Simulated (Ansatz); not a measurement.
CrB in space group Cmcm (No. 63; Cr on 4c, B on 4c) under volume change, DFT-r²SCAN in the program Ansatz with PAW potentials, shape and atoms relaxed at each volume.

```json
[
 {"V (Å³/atom)": "7.470", "E − E(relaxed) (meV/atom)": "77.6", "P (GPa)": "36.46"},
 {"V (Å³/atom)": "7.716", "E − E(relaxed) (meV/atom)": "32.6", "P (GPa)": "22.38"},
 {"V (Å³/atom)": "7.963", "E − E(relaxed) (meV/atom)": "7.7", "P (GPa)": "10.32"},
 {"V (Å³/atom)": "8.209", "E − E(relaxed) (meV/atom)": "0.0", "P (GPa)": "-0.02"},
 {"V (Å³/atom)": "8.455", "E − E(relaxed) (meV/atom)": "7.0", "P (GPa)": "-8.86"},
 {"V (Å³/atom)": "8.701", "E − E(relaxed) (meV/atom)": "26.6", "P (GPa)": "-16.44"},
 {"V (Å³/atom)": "8.948", "E − E(relaxed) (meV/atom)": "57.0", "P (GPa)": "-22.90"}
]
```

Problem. What does a third-order Birch–Murnaghan fit give for V₀, B₀ and B′?

Solution. V₀ = 8.21 Å³/atom, B₀ = 318 GPa, B′ = 4.2.

The workflow started from an entry of the Crystallography Open Database (COD). Its standing as an ambient phase is unchecked. The cell was relaxed with r²SCAN under the symmetry of its start; whether a distortion lowers the energy is not shown. The workflow began spin-polarised and lost its moments.

Potentials: the later of the program's two PAW sets.
